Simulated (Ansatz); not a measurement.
An Ansatz input:

```yaml
crystal:
  lattice:
    - [0.0, 2.8683690178, 2.8683690178]
    - [2.8683690178, 0.0, 2.8683690178]
    - [2.8683690178, 2.8683690178, 0.0]
  atoms:
    - { symbol: Ti, position: [0.125, 0.125, 0.125], spin: 1.595 }
    - { symbol: Ti, position: [0.875, 0.875, 0.875], spin: 1.595 }
hamiltonian:
  xc: mr2scan
  pseudopotentials:
    kind: paw
    azcp:
      Ti: "pseudopotentials/Ti.paw.azcp"
basis:
  ecutwfc: 500
  fft_grid_basis: typed
kpoints:
  mp_grid: { grid: [15, 15, 15], shift: [0, 0, 0] }
magnetization:
  spin_polarized: true
scf:
  occupations: { method: fermi_dirac, width: 0.05 }
output:
  stress: true
```

and its output:

```
Engine: ansatz 0.2.0, x86_64-unknown-linux-gnu
Pseudopotentials: kind: paw
Pseudopotential: Ti, paw, valence charge 12, recommended cutoff 500 eV (meta_gga) 
Functional definition: m-r2SCAN
  exchange = m_r2scan_x
  correlation = m_r2scan_c
Crystal: 2 atoms, lattice volume = 47.199 Å³
Basis set: ecut = 500 eV, 1243 PW (Γ), exchange–correlation on 120×120×120 points (64 copies of the dense FFT grid, shifted against one another)
Bands: 18, of which v1, the nominal top of the filled ones, is band 12 counted from 1 (11 counted from 0)
Symmetry: 48 space group operations
Space group: Fd-3m (ITA 227), of the structure as read, at distance tolerance 3.6e-5 Å
Magnetic group: BNS 227.128 (UNI 1630), of the structure as read, at distance tolerance 3.6e-5 Å
k-points: 120 of 3375
Non-local potential: Ti, projectors of the file, l = 0: 3, l = 1: 2, l = 2: 3, l = 3: 1
PAW form: soft (Blöchl's): semilocal exchange-correlation on the pseudo side does not see the compensation charge
PAW frozen core: Ti, regenerated for the run's functional (the file was generated under x = pbe(κ = 0.804, μ = 0.2195149727645171), c = pbe(β = 0.06672455060314922))
PAW one-centre angular grid: Ti, 590 points (default); XC on 160 Gauss nodes
Initial density: superposition of atomic densities (chi_scale 0.1, normalization cell)
Starting moments: Σ|m| = 3.19 μB on 2 of 2 sites
Initial wavefunctions: pseudopotential atomic-orbital guess
Functional: x = mr2scan, c = mr2scan; τ floored in thin density (d = 2e-4 eV/Å³)
iter 1 solved again at ethr=2.53e-4 eV; its pass at ethr=3.10e-3 eV (dr2=6.08e-2 eV) is discarded
SCF iter   1: F=—  HF=-5002.899865 eV  |F-HF|=—  |Δ(HF+E_count)|=         —  Δρ=3.27e-2 (↑3.27e-2 ↓1.13e-2)  dr2=1.88e-1  dr2_τ=8.19e-3  dr2_m=1.98e-1  M=3.038 μB ∫|m|=3.039 μB  β_m=1.00  ethr=2.53e-4  ⟨swp⟩=3.0  Hψ=26032  notcnv=0
Mixer restart at iter 1: flushing history
eigensolver tolerance schedule calibrated: the retry pair's looser diagonalisation under-reported the residual by θ = 0.68 (0.62/decade); ethr = c·dr2/N_el runs at the constant in force after the calibration composes with the one it found (an armed cap, an earlier calibration), c = 2.6e-3
spin=Collinear: Kerker preconditioning applied to the charge; magnetization (m = ρ↑ − ρ↓) channel mixes plain (no charge-response kernel on spin).
SCF iter   2: F=—  HF=-5002.912521 eV  |F-HF|=—  |Δ(HF+E_count)|=         —  Δρ=8.39e-3 (↑8.39e-3 ↓4.36e-3)  dr2=8.05e-2  dr2_τ=1.36e-3  dr2_m=3.58e-3  M=3.069 μB ∫|m|=3.070 μB  β_m=1.00  ethr=2.02e-5  ⟨swp⟩=3.7  Hψ=13239  notcnv=0  defer=17
Mixer restart at iter 2: flushing history
SCF iter   3: F=—  HF=-5003.309814 eV  |F-HF|=—  |Δ(HF+E_count)|=   3.97e-1  Δρ=1.00e-2 (↑1.00e-2 ↓5.14e-3)  dr2=8.92e-2  dr2_τ=1.21e-3  dr2_m=1.20e-2  M=3.323 μB ∫|m|=3.324 μB  β_m=1.00  ethr=8.69e-6  ⟨swp⟩=2.0  Hψ=9688  notcnv=0  defer=23  κ⁻¹=1.0e0(r=1)
...
SCF iter  14: F=—  HF=-5003.889601 eV  |F-HF|=—  |Δ(HF+E_count)|=   5.91e-3  Δρ=5.77e-4 (↑5.77e-4 ↓3.95e-4)  dr2=1.50e-4  dr2_τ=7.22e-6  dr2_m=5.25e-5  M=4.127 μB ∫|m|=4.128 μB  β_m=1.00  ethr=8.84e-8  ⟨swp⟩=3.6  Hψ=10452  notcnv=0  defer=40  κ⁻¹=7.9e-5(r=6)
SCF iter  15: F=—  HF=-5003.890401 eV  |F-HF|=—  |Δ(HF+E_count)|=   8.00e-4  Δρ=3.11e-4 (↑3.11e-4 ↓2.38e-4)  dr2=5.65e-5  dr2_τ=1.87e-6  dr2_m=8.58e-6  M=4.109 μB ∫|m|=4.110 μB  β_m=1.00  ethr=1.61e-8  ⟨swp⟩=3.1  Hψ=8174  notcnv=0  defer=40  κ⁻¹=4.7e-5(r=7)
SCF iter  16: F=—  HF=-5003.890055 eV  |F-HF|=—  |Δ(HF+E_count)|=   3.46e-4  Δρ=8.28e-5 (↑8.28e-5 ↓6.67e-5)  dr2=7.51e-6  dr2_τ=1.89e-7  dr2_m=3.24e-7  M=4.066 μB ∫|m|=4.066 μB  β_m=1.00  ethr=6.10e-9  ⟨swp⟩=3.0  Hψ=8388  notcnv=0  defer=40  κ⁻¹=1.1e-5(r=8)
SCF iter  17: F=—  HF=-5003.890172 eV  |F-HF|=—  |Δ(HF+E_count)|=   1.17e-4  Δρ=8.55e-5 (↑8.55e-5 ↓5.21e-5)  dr2=5.67e-6  dr2_τ=1.40e-7  dr2_m=6.66e-7  M=4.069 μB ∫|m|=4.070 μB  β_m=1.00  ethr=8.11e-10  ⟨swp⟩=2.4  Hψ=7415  notcnv=0  defer=40  κ⁻¹=4.2e-6(r=8)
SCF iter  18: F=—  HF=-5003.890270 eV  |F-HF|=—  |Δ(HF+E_count)|=   9.81e-5  Δρ=6.95e-5 (↑5.31e-5 ↓6.95e-5)  dr2=1.66e-6  dr2_τ=8.96e-8  dr2_m=1.04e-6  M=4.080 μB ∫|m|=4.081 μB  β_m=1.00  ethr=6.12e-10  ⟨swp⟩=3.4  Hψ=9072  notcnv=0  defer=40  κ⁻¹=1.3e-6(r=8)
SCF iter  19: F=—  HF=-5003.890282 eV  |F-HF|=—  |Δ(HF+E_count)|=   1.18e-5  Δρ=2.14e-5 (↑2.14e-5 ↓1.40e-5)  dr2=1.72e-7  dr2_τ=5.35e-9  dr2_m=7.01e-8  M=4.081 μB ∫|m|=4.082 μB  β_m=1.00  ethr=1.79e-10  ⟨swp⟩=3.0  Hψ=8386  notcnv=0  defer=40  κ⁻¹=3.0e-6(r=8)
SCF iter  20: F=—  HF=-5003.890279 eV  |F-HF|=—  |Δ(HF+E_count)|=   2.58e-6  Δρ=1.53e-5 (↑1.53e-5 ↓1.41e-5)  dr2=2.93e-8  dr2_τ=5.14e-9  dr2_m=7.20e-8  M=4.078 μB ∫|m|=4.079 μB  β_m=1.00  ethr=1.85e-11  ⟨swp⟩=3.5  Hψ=10148  notcnv=0  defer=40  κ⁻¹=2.4e-5(r=8)
SCF iter  21: F=—  HF=-5003.890279 eV  |F-HF|=—  |Δ(HF+E_count)|=   3.49e-7  Δρ=9.66e-6 (↑9.66e-6 ↓8.71e-6)  dr2=1.18e-8  dr2_τ=1.99e-9  dr2_m=2.81e-8  M=4.077 μB ∫|m|=4.078 μB  β_m=1.00  ethr=3.17e-12  ⟨swp⟩=3.0  Hψ=8344  notcnv=0  defer=40  κ⁻¹=4.0e-6(r=8)
SCF iter  22: F=-5003.890279 eV  HF=-5003.890279 eV  |F-HF|=4.66e-9  |Δ(HF+E_count)|=   1.37e-7  Δρ=1.29e-6 (↑1.23e-6 ↓1.29e-6)  dr2=8.02e-10  dr2_τ=5.07e-11  dr2_m=2.15e-10  M=4.076 μB ∫|m|=4.077 μB  ethr=1.27e-12  ⟨swp⟩=1.0  Hψ=15619  notcnv=0
SCF 1 converged in 22 iterations: F = -5003.890279 eV  dr2 = 8.02e-10
at 2 of the mixer's solves, the last at iteration 7, it left a direction of its history that read negative out of its fit and stepped the other way along it
this state was not tested for a lower state beside it, because the mixer in use, unlike msr1, does not test its closes by its own steps (another_mixer; see scf.mixing.algorithm and scf.lower_state_search)
SCF converged after 22 iterations
Magnetization: 4.0762 μB (14.0381 up, 9.9619 down)
Absolute magnetization: 4.0768 μB (∫|ρ↑−ρ↓|, with the PAW one-centre terms)
Spin contamination: 0.0081 ħ² per cell (⟨S²⟩ above its minimum at these occupations)
Per-site moments (μB) at R_I (Å): [(1.3997346577883978, 1.024683180197745), (1.3997346577883978, 1.024683180197745)]
Free energy (F): -5003.890279 eV
Harris-Foulkes:  -5003.890279 eV  (|F-HF|=4.66e-9)
Internal energy: -5003.864904 eV  (E = F + TS)
E sigma→0 (E₀):  -5003.877591 eV
Entropy (-TS):   -0.025375 eV (-12.688 meV/atom)
Fermi energy:    8.892601 eV
--- Per-component energies (eV) ---
  E_band       = -439.164039
  E_kinetic    = 550.812716
  E_local      = -2257.561674  (includes V_loc(G=0)·N_el)
  E_nonlocal   = 24.344973
  E_hartree    = 928.891120
  E_xc         = -183.644181
  E_vxc        = -263.842244  (∫ρ·V_xc dr)
  E_paw        = -2119.138318  (= ΣΔE_a)
  E_vpaw       = -369.605440  (= ΣTr[D̂ρ^β])
  E_aug_tail   = 0.000209  (compensation charges beyond the density's cutoff)
  E_vtau       = 18.905221  (kinetic-family band-sum trace: ∫τ·v_τ [+ j·A + Jᵃ·Aᵃ] dr)
  E_ewald      = -1947.062835
  E_core_change = -0.506914  (= ΣΔE_core)
  E_smearing   = -0.025375  (= −TS)
  E_closure    = -0.000000  (closes the sum)
  Σ components = -5003.890279   (vs F -5003.890279, Δ=0.00e0)
--- Stress (GPa, compression-positive) ---
        2.915771       0.000000      -0.000000
        0.000000       2.915771      -0.000000
        0.000000       0.000000       2.915771
  P = ⅓ Tr σ = 2.9158 GPa (29.158 kbar)
```
